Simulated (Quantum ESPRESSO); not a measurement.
ZnAl2F8, input and log of a self-consistent run

A calculation, not a measurement. The program is pw.x of Quantum ESPRESSO 7.5 (plane-wave density functional theory). The cell is made up: 11 atoms on a rutile lattice with one site empty, with randomly drawn elements, strain and displacements, not relaxed. PseudoDojo standard norm-conserving files (v0.5 for PBE, v0.4.1 for LDA and PBEsol) set the functional; there is no spin polarisation, spin-orbit coupling or dispersion term, and the masses in the input are unused placeholders.

Input:

```
&control calculation='scf', pseudo_dir='./dojo.nc.sr.pbe.v0_5.standard.upf', outdir='./o', disk_io='low', tprnfor=.true., tstress=.true. /
&system ibrav=0, nat=11, ntyp=3, nbnd=47, ecutwfc=84.00895049, nosym=.true., tot_charge=0,
 occupations='smearing', smearing='fd', degauss=0.0018374661
/
&electrons conv_thr=7.350e-09, electron_maxstep=60, /
ATOMIC_SPECIES
Al 1.0 Al.upf
F 1.0 F.upf
Zn 1.0 Zn.upf
CELL_PARAMETERS angstrom
4.8435 0.0 0.0
0.0 4.8435 0.0
0.0 0.0 6.458
ATOMIC_POSITIONS angstrom
Zn -0.0352 0.0333 -0.071
Al 2.4105 2.2744 1.7936
Al 0.0509 -0.0181 3.0608
F 1.4454 1.4643 -0.0165
F 3.3806 3.3044 0.004
F 3.8901 1.0458 1.5788
F 0.8477 3.8903 1.568
F 1.419 1.4148 3.2025
F 3.4609 3.2837 3.0515
F 3.7848 1.0598 4.8903
F 1.0644 3.9116 4.984
K_POINTS automatic
5 5 4 1 1 1
```

The log is shortened where brackets say so; the opening notice, blank lines, dates and the lines on written files are dropped, and the path of the files is cut. It prints rydbergs, bohrs and kilobars, and counts compression as positive stress. With no partly filled state, the Fermi energy that it prints is only some level between the filled and the empty states on the mesh, and need not lie in the true gap.

```
     Program PWSCF v.7.5
     Parallel version (MPI & OpenMP), running on       4 processor cores
     Number of MPI processes:                 4
     Threads/MPI process:                     1
     [start-up lines left out]
     bravais-lattice index     =            0
     lattice parameter (alat)  =       9.1529  a.u.
     unit-cell volume          =    1022.3821 (a.u.)^3
     number of atoms/cell      =           11
     number of atomic types    =            3
     number of electrons       =        82.00
     number of Kohn-Sham states=           47
     kinetic-energy cutoff     =      84.0090  Ry
     charge density cutoff     =     336.0358  Ry
     scf convergence threshold =      7.3E-09
     mixing beta               =       0.7000
     number of iterations used =            8  plain     mixing
     Exchange-correlation= PBE
                           (   1   4   3   4   0   0   0)
     [axes and pseudopotential details left out]
   Cartesian axes
     site n.     atom                  positions (alat units)
         1        Zn     tau(   1) = (  -0.0072675   0.0068752  -0.0146588  )
         2        Al     tau(   2) = (   0.4976773   0.4695778   0.3703107  )
         3        Al     tau(   3) = (   0.0105089  -0.0037370   0.6319397  )
         4        F      tau(   4) = (   0.2984206   0.3023227  -0.0034066  )
         5        F      tau(   5) = (   0.6979663   0.6822339   0.0008258  )
         6        F      tau(   6) = (   0.8031589   0.2159182   0.3259626  )
         7        F      tau(   7) = (   0.1750181   0.8032002   0.3237328  )
         8        F      tau(   8) = (   0.2929700   0.2921028   0.6611954  )
         9        F      tau(   9) = (   0.7145453   0.6779602   0.6300196  )
        10        F      tau(  10) = (   0.7814184   0.2188087   1.0096624  )
        11        F      tau(  11) = (   0.2197584   0.8075978   1.0290079  )
     number of k points=    50  Fermi-Dirac smearing, width (Ry)=  0.0018
                       cart. coord. in units 2pi/alat
        k(    1) = (   0.1000000   0.1000000   0.0937500), wk =   0.0400000
        k(    2) = (   0.1000000   0.1000000   0.2812500), wk =   0.0400000
     [further k points left out]
     Dense  grid:   106503 G-vectors     FFT dimensions: (  54,  54,  72)
     Estimated max dynamical RAM per process >     273.80 MB
     Estimated total dynamical RAM >    1017.18 MB
     Initial potential from superposition of free atoms
     starting charge      81.9949, renormalised to      82.0000
     Starting wfcs are   50 randomized atomic wfcs
     total cpu time spent up to now is        3.2 secs
     per-process dynamical memory:   217.4 Mb
     Self-consistent Calculation
     iteration #  1     ecut=    84.01 Ry     beta= 0.70
     Davidson diagonalization with overlap
     ethr =  1.00E-02,  avg # of iterations =  2.1
     total cpu time spent up to now is        8.9 secs
     total energy              =    -821.73142767 Ry
     estimated scf accuracy    <       1.76349658 Ry
     iteration #  2     ecut=    84.01 Ry     beta= 0.70
     Davidson diagonalization with overlap
     ethr =  2.15E-03,  avg # of iterations =  2.1
     total cpu time spent up to now is       15.3 secs
     total energy              =    -821.82840393 Ry
     estimated scf accuracy    <       3.12867165 Ry
     iteration #  3     ecut=    84.01 Ry     beta= 0.70
     Davidson diagonalization with overlap
     ethr =  2.15E-03,  avg # of iterations =  2.0
     total cpu time spent up to now is       21.2 secs
     total energy              =    -822.51407565 Ry
     estimated scf accuracy    <       0.20222724 Ry
     iteration #  4     ecut=    84.01 Ry     beta= 0.70
     Davidson diagonalization with overlap
     ethr =  2.47E-04,  avg # of iterations =  2.0
     total cpu time spent up to now is       26.6 secs
     total energy              =    -822.53107555 Ry
     estimated scf accuracy    <       0.02605065 Ry
     iteration #  5     ecut=    84.01 Ry     beta= 0.70
     Davidson diagonalization with overlap
     ethr =  3.18E-05,  avg # of iterations =  4.6
     total cpu time spent up to now is       32.6 secs
     total energy              =    -822.53696090 Ry
     estimated scf accuracy    <       0.00198370 Ry
     [iterations 6 to 7 left out]
     iteration #  8     ecut=    84.01 Ry     beta= 0.70
     Davidson diagonalization with overlap
     ethr =  4.55E-08,  avg # of iterations =  2.0
     total cpu time spent up to now is       49.6 secs
     total energy              =    -822.53719021 Ry
     estimated scf accuracy    <       0.00000517 Ry
     iteration #  9     ecut=    84.01 Ry     beta= 0.70
     Davidson diagonalization with overlap
     ethr =  6.31E-09,  avg # of iterations =  2.0
     total cpu time spent up to now is       55.4 secs
     total energy              =    -822.53719051 Ry
     estimated scf accuracy    <       0.00000156 Ry
     iteration # 10     ecut=    84.01 Ry     beta= 0.70
     Davidson diagonalization with overlap
     ethr =  1.90E-09,  avg # of iterations =  2.0
     total cpu time spent up to now is       60.7 secs
     total energy              =    -822.53719079 Ry
     estimated scf accuracy    <       0.00000010 Ry
     iteration # 11     ecut=    84.01 Ry     beta= 0.70
     Davidson diagonalization with overlap
     ethr =  1.21E-10,  avg # of iterations =  2.0
     total cpu time spent up to now is       66.4 secs
     total energy              =    -822.53719081 Ry
     estimated scf accuracy    <       0.00000002 Ry
     iteration # 12     ecut=    84.01 Ry     beta= 0.70
     Davidson diagonalization with overlap
     ethr =  1.85E-11,  avg # of iterations =  2.0
     total cpu time spent up to now is       71.6 secs
     End of self-consistent calculation
          k = 0.1000 0.1000 0.0937 ( 13300 PWs)   bands (ev):
  -120.6146 -74.8276 -74.7925 -74.7455 -22.1996 -21.7547 -21.4868 -20.7950
   -18.3386 -17.8447 -17.6386 -17.5654  -6.0193  -4.5289  -4.3276  -4.0016
    -3.9203  -3.6706  -3.2876  -3.0930  -2.6287  -2.2716  -2.2203  -1.9496
    -1.8129  -1.7545  -1.6587  -1.5888  -1.4192  -0.8907  -0.2547  -0.1274
     0.3128   0.4656   0.7148   0.9167   1.1051   1.3173   1.5110   1.5771
     1.6866   4.0708   6.8504   8.5159   8.8347   9.7348  10.5589
     [levels at the other k points left out]
     the Fermi energy is     2.8358 ev
!    total energy              =    -822.53719081 Ry
     estimated scf accuracy    <          2.2E-09 Ry
     smearing contrib. (-TS)   =       0.00000000 Ry
     internal energy E=F+TS    =    -822.53719081 Ry
     The total energy is F=E-TS. E is the sum of the following terms:
     one-electron contribution =    -648.16265386 Ry
     hartree contribution      =     360.84437135 Ry
     xc contribution           =    -137.36731258 Ry
     ewald contribution        =    -397.85159572 Ry
     convergence has been achieved in  12 iterations
     Forces acting on atoms (cartesian axes, Ry/au):
     atom    1 type  3   force =    -0.01217903   -0.00899444   -0.09907608
     atom    2 type  1   force =     0.02607468    0.02359763   -0.09641873
     atom    3 type  1   force =    -0.00874418   -0.00723857    0.10210618
     atom    4 type  2   force =     0.01676471    0.01263594    0.12058120
     atom    5 type  2   force =    -0.01071089    0.00197580    0.09832877
     atom    6 type  2   force =    -0.01563781   -0.01112626    0.07666286
     atom    7 type  2   force =     0.01671624    0.00248034    0.09134947
     atom    8 type  2   force =    -0.01171163   -0.01799667   -0.08270900
     atom    9 type  2   force =    -0.00277878    0.02558573   -0.05277456
     atom   10 type  2   force =     0.05914618   -0.06439089   -0.07068596
     atom   11 type  2   force =    -0.05693950    0.04347140   -0.08736416
     Total force =     0.327004     Total SCF correction =     0.000131
     Computing stress (Cartesian axis) and pressure
          total   stress  (Ry/bohr**3)                   (kbar)     P=     -168.61
  -0.00090832  -0.00022618  -0.00006363         -133.62      -33.27       -9.36
  -0.00022618  -0.00087929  -0.00001469          -33.27     -129.35       -2.16
  -0.00006363  -0.00001469  -0.00165100           -9.36       -2.16     -242.87
     init_run     :      3.01s CPU      3.13s WALL (       1 calls)
     electrons    :     68.15s CPU     68.41s WALL (       1 calls)
     forces       :      1.11s CPU      1.12s WALL (       1 calls)
     stress       :      3.65s CPU      3.74s WALL (       1 calls)
     [timing details left out]
     PWSCF        :   1m16.05s CPU   1m16.57s WALL
     JOB DONE.
```

In other units: free energy -11191.189 eV for the cell, pressure -16.86 GPa, largest force component 3.100 eV/Å. A rerun of the same cell at another strain at 1437 eV and a 7 x 7 x 6 mesh moved values by no more than 0.004 eV in energy, 0.02 GPa in stress and 0.002 eV/Å in force.